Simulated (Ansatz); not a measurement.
# BiPt: do energies and stresses tell the same story?

Method: DFT PBEsol, scalar-relativistic, plane waves, PAW (Ansatz 0.2.0).

Plane waves to 420 eV, a k mesh through Γ of 12×12×8 on the computed 4-atom cell and Gaussian smearing (0.10 eV); no spin polarisation.

Relaxed cell: P6_3/mmc, a = 4.362 Å, b = 4.362 Å, c = 5.488 Å, α = 90.00°, β = 90.00°, γ = 120.00°, 4 atoms in the primitive cell. Whether it is the stable form of this composition wasn't checked.

Energies at zero smearing and pressures from the stress tensor, at volumes with shape and atoms relaxed:
```tsv
V (Å³/atom)	E − E(first) (meV/atom)	P (GPa)
21.249	0.00	8.85
21.927	-26.94	4.02
22.605	-35.10	-0.01
23.283	-27.68	-3.36
23.961	-7.30	-6.15
```

Q: Check P = −dE/dV between neighbouring volumes, and get the bulk modulus from the pressures alone.

A: With 1 eV/Å³ = 160.2 GPa:
| middle V (Å³/atom) | −ΔE/ΔV (GPa) | mean P (GPa) |
| --- | --- | --- |
| 21.588 | 6.365 | 6.437 |
| 22.266 | 1.928 | 2.006 |
| 22.944 | -1.754 | -1.683 |
| 23.622 | -4.815 | -4.756 |

The two differ by 0.08 GPa at most. The mean of two end pressures misses the average over a step by about ΔV² P″/12, up to 0.07 GPa here; with that taken off 0.02 GPa remains. Around V = 22.605 Å³/atom, the two neighbours give B = −V ΔP/ΔV = 22.605 × 7.38 / 1.356 = 123.0 GPa, against B0 = 122.6 GPa from the Birch–Murnaghan fit of the energies.

Spin–orbit coupling is left out, which can shift energies with elements as heavy as these.

Cost: 6 runs of about 8.6 core-minutes in all, on Arm Neoverse V1 (shared hosts).